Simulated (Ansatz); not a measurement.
La2O3:
```cif
data_La2O3
_chemical_formula_sum 'La2 O3'
_space_group_name_H-M_alt 'P 1'
_space_group_IT_number 1
_cell_length_a 3.94040
_cell_length_b 3.94040
_cell_length_c 6.18755
_cell_angle_alpha 90.000
_cell_angle_beta 90.000
_cell_angle_gamma 120.000
loop_
_space_group_symop_operation_xyz
  'x, y, z'
loop_
_atom_site_label
_atom_site_type_symbol
_atom_site_fract_x
_atom_site_fract_y
_atom_site_fract_z
_atom_site_occupancy
La1 La 0.66667 0.33333 0.75263 1
La2 La 0.33333 0.66667 0.24737 1
O1 O 0.66667 0.33333 0.35470 1
O2 O 0.33333 0.66667 0.64530 1
O3 O 0.00000 0.00000 0.00000 1
```

Relaxed with the program Ansatz at the PBE level (PAW). Indices refer to the conventional cell of P-3m1, a = b = 3.9404 Å, c = 6.1875 Å, α = β = 90.00°, γ = 120.00°.

Problem. Simulate the powder diffraction pattern (Cu Kα, λ = 1.54184 Å; lines above 1 %) up to 2θ = 90°.

Solution. Simulated powder pattern, Cu Kα, λ = 1.54184 Å (kinematic, ideal powder, no thermal factors, no anomalous dispersion; the 30 strongest lines at most, above 1 %, up to 2θ = 90°):

| 2θ (°) | d (Å) | I/Imax (%) | hkl |
|---|---|---|---|
| 26.11 | 3.412 | 29 | (1 0 -1 0) |
| 28.86 | 3.094 | 28 | (0002) |
| 29.90 | 2.988 | 100 | (0 1 -1 1)+(1 0 -1 1) |
| 39.31 | 2.292 | 27 | (0 1 -1 2)+(1 0 -1 2) |
| 46.07 | 1.970 | 34 | (1 1 -2 0) |
| 51.79 | 1.765 | 28 | (1 0 -1 3)+(0 1 -1 3) |
| 53.72 | 1.706 | 3.9 | (2 0 -2 0) |
| 55.28 | 1.662 | 27 | (1 1 -2 2) |
| 55.90 | 1.645 | 18 | (2 0 -2 1)+(0 2 -2 1) |
| 59.78 | 1.547 | 3.5 | (0004) |
| 62.13 | 1.494 | 6.5 | (2 0 -2 2)+(0 2 -2 2) |
| 66.35 | 1.409 | 2.9 | (0 1 -1 4)+(1 0 -1 4) |
| 71.80 | 1.315 | 11 | (0 2 -2 3)+(2 0 -2 3) |
| 73.41 | 1.290 | 3.1 | (2 1 -3 0) |
| 75.26 | 1.263 | 15 | (1 2 -3 1)+(2 1 -3 1) |
| 78.64 | 1.217 | 9.6 | (1 1 -2 4) |
| 80.72 | 1.190 | 6.1 | (1 2 -3 2)+(2 1 -3 2) |
| 83.01 | 1.163 | 7.9 | (1 0 -1 5)+(0 1 -1 5) |
| 84.55 | 1.146 | 1.6 | (2 0 -2 4)+(0 2 -2 4) |
| 85.33 | 1.137 | 5.4 | (3 0 -3 0) |
| 89.65 | 1.094 | 12 | (2 1 -3 3)+(1 2 -3 3) |

The PBE relaxation kept the symmetry of its start; phonons on a q-mesh show no instability. Scalar-relativistic: spin–orbit coupling is off unless named, which matters more the heavier the elements.

Potentials: the later of the program's two PAW sets.
